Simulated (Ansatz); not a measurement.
## Relaxing a structure of WC

The start is a generated cell, WC built in the NiAs structure type. A full variable-cell relaxation at zero pressure is run with r2SCAN (plane waves to 500 eV, PAW, scalar-relativistic; Ansatz, a program for electronic structure). First-step values are on the input's coarse k-mesh.

Ansatz input (later rounds restart from its end on a renewed k-mesh):
Ansatz 0.2 input:
```yaml
crystal:
  lattice:
    - [4.1102023, 0, 0]
    - [-2.0551011, 3.5595396, 0]
    - [0, 0, 5.728616]
  atoms:
    - { symbol: W, position: [0, 0, 0] }
    - { symbol: W, position: [0, 0, 0.5] }
    - { symbol: C, position: [0.33333333, 0.66666667, 0.25] }
    - { symbol: C, position: [0.66666667, 0.33333333, 0.75] }
basis: { ecutwfc: 500, ecutrho_ratio: 4, xc_grid: 4, fft_grid_basis: typed }
kpoints: { mp_grid: { grid: [7, 7, 4] } }
hamiltonian:
  xc: r2scan
  dispersion: none
  pseudopotentials: { kind: paw }
scf: { occupations: { method: fermi_dirac, width: 0.05 } }
relax: { f_tol: 0.01, max_steps: 100, cell: { stress_tol: 0.02 } }
output: { forces: true, stress: true }
```

### Question
What pressure does the first self-consistent step give?

### Answer
-50 GPa (negative: the cell is under tension).

### Question
How much energy is released per atom?

### Answer
3.43 eV/atom.

### Question
How do the shortest distances between atoms change?

### Answer
The closest pairs of elements (up to four, under 3.6 Å), start → end: C–W 2.77 → 2.21 Å; W–W 2.86 → 2.86 Å; C–C 3.72 → 2.91 Å.

### Question
What band gap does the relaxed structure have at this level?

### Answer
Zero (metallic).

### Question
Write out the relaxed structure.

### Answer

```cif
data_C2W2
_chemical_formula_sum 'W2 C2'
_space_group_name_H-M_alt 'P63/mmc'
_space_group_IT_number 194
_space_group_name_Hall '-P 6c 2c'
_cell_length_a 2.90877
_cell_length_b 2.90877
_cell_length_c 5.72720
_cell_angle_alpha 90.000
_cell_angle_beta 90.000
_cell_angle_gamma 120.000
loop_
_atom_site_label
_atom_site_type_symbol
_atom_site_symmetry_multiplicity
_atom_site_Wyckoff_symbol
_atom_site_fract_x
_atom_site_fract_y
_atom_site_fract_z
_atom_site_occupancy
W1 W 2 a 0.00000 0.00000 0.00000 1
C1 C 2 c 0.33333 0.66667 0.25000 1
```

The space group stays P6₃/mmc (No. 194) (the run could not lower it); the end is NiAs type, with 4 atoms in the primitive cell. Final values are on a 18×18×8 k-mesh of the relaxed cell. No spin polarisation in the result.

The run could not lose the symmetry of its start; a randomly shaken copy of 8 atoms returns to this structure.

All atoms sit on sites fixed by symmetry, so only the cell could relax.

The relaxed structure here is a generated cell of WC: the first start was made by placing the elements on the sites of a structure type, and the end was not matched to a known phase here, so it may be hypothetical. Known forms of WC include space group No. 187.
